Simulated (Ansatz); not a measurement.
## Two inputs for SiO2

Cell: a structure deposited in the COD, atoms as given.

Space group P4_12_12 (No. 92); a = 4.9780, c = 6.9480 Å.

| site | Wyckoff | site symmetry | x | y | z |
| --- | --- | --- | --- | --- | --- |
| Si | 4a | ..2 | 0.3000 | 0.3000 | 0.0000 |
| O | 8b | 1 | 0.2398 | 0.1032 | 0.1784 |

One atom of each set is listed.

Reference run. All values are calculated (Ansatz; DFT, PBE, plane waves and PAW (field gradients read without the response of the frozen cores, which leaves them typically 4 to 6 % off), scalar-relativistic, 420 eV cutoff, Γ-centred 5×5×4 k-points, Fermi–Dirac smearing 0.02 eV), not measured.

Q: The input is changed as follows: `hamiltonian.pseudopotentials`: {kind: paw, frozen_core: stored} → {kind: paw, source: ansatz}. What happens to V_zz (10²¹ V/m²) and η?

A: 

```tsv
site	V_zz reference	η reference	V_zz changed	η changed
Si	-0.48	0.83	-0.55	0.81
O	9.46	0.14	9.10	0.14
```

The largest change of V_zz is on O, from 9.46 to 9.10. In per cent, |V_zz| changes by -4 on O (all sites that start above 0.5). The cutoff that the program takes moves with it, from 420 to 930 eV. The changed run reads another set of PAW files. SCF iterations: 6 and 8.

On the reference run: The calculated pressure of 7 GPa (PBE) comes largely from the unrelaxed atoms: it is 1.2 GPa once they are relaxed in the same cell. The largest force is 0.4 eV/Å, so the atoms aren't at the calculated equilibrium and relaxing them would move these values.
